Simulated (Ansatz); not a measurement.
**Optical constants of Li4SO**

Theory: Ansatz, DFT PBEsol, scalar-relativistic, plane waves, PAW. Plane waves to 420 eV; Γ-centred k mesh 9×9×9; Gaussian smearing of 0.01 eV. No spin polarisation.

Equilibrium structure at this level:
```
Li S O
1.0
     1.84329    1.06422    5.81925
    -1.84329    1.06422    5.81925
     0.00000   -2.12845    5.81925
Li S O
4 1 1
Direct
  0.61145 0.61145 0.61145
  0.13649 0.13649 0.13649
  0.86351 0.86351 0.86351
  0.38855 0.38855 0.38855
  0.00000 0.00000 0.00000
  0.50000 0.50000 0.50000
```

This structure is a trial: an element of a database structure was replaced and the cell relaxed, so another structure or a mixture of phases may lie lower.

Independent-particle response (no local fields, no excitons) on a 12×12×12 mesh, broadened by 0.1 eV. Light polarised along x. The bands above those solved add 0.04 to ε₁ at zero frequency; that share is added as a constant.

(1) Tabulate n, κ, the reflectivity and the absorption coefficient against photon energy.

(2) Where is the highest local maximum of ε₂ between 0.3 and 12 eV?

(3) How do the static value and the gaps compare?

Results:

(1)
```
E (eV) n     κ     R  α (10⁵ cm⁻¹)
   0.3  2.02  0.00  0.11          0.00
   0.7  2.02  0.00  0.11          0.00
   1.1  2.03  0.00  0.12          0.00
   1.5  2.05  0.00  0.12          0.00
   1.9  2.07  0.00  0.12          0.00
   2.3  2.11  0.00  0.13          0.00
   2.7  2.15  0.00  0.13          0.00
   3.1  2.23  0.00  0.15          0.00
   3.5  2.31  0.05  0.16          0.19
   3.9  2.39  0.13  0.17          0.52
   4.3  2.44  0.20  0.18          0.87
   4.7  2.49  0.26  0.19          1.24
   5.1  2.71  0.28  0.22          1.45
   5.5  3.00  0.71  0.27          3.98
   5.9  2.66  1.11  0.27          6.63
   6.3  2.56  1.26  0.28          8.02
   6.7  2.13  1.16  0.23          7.84
   7.1  2.47  1.08  0.25          7.78
   7.5  2.47  1.80  0.35         13.68
   7.9  1.90  1.89  0.37         15.16
   8.3  1.63  1.78  0.35         14.94
   8.7  1.37  1.80  0.38         15.91
   9.1  1.17  1.51  0.33         13.93
   9.5  1.19  1.39  0.29         13.34
   9.9  1.16  1.37  0.29         13.76
  10.3  1.11  1.50  0.34         15.70
  10.7  0.94  1.35  0.33         14.59
  11.1  0.85  1.33  0.34         15.01
  11.5  0.75  1.27  0.36         14.84
  11.9  0.69  1.16  0.35         14.04
```

(2) At 7.5 eV, where ε₂ = 8.9.

(3) ε₁(0) = 4.06; on the self-consistent k mesh the Kohn–Sham gap is 2.96 eV and the least direct gap 3.20 eV.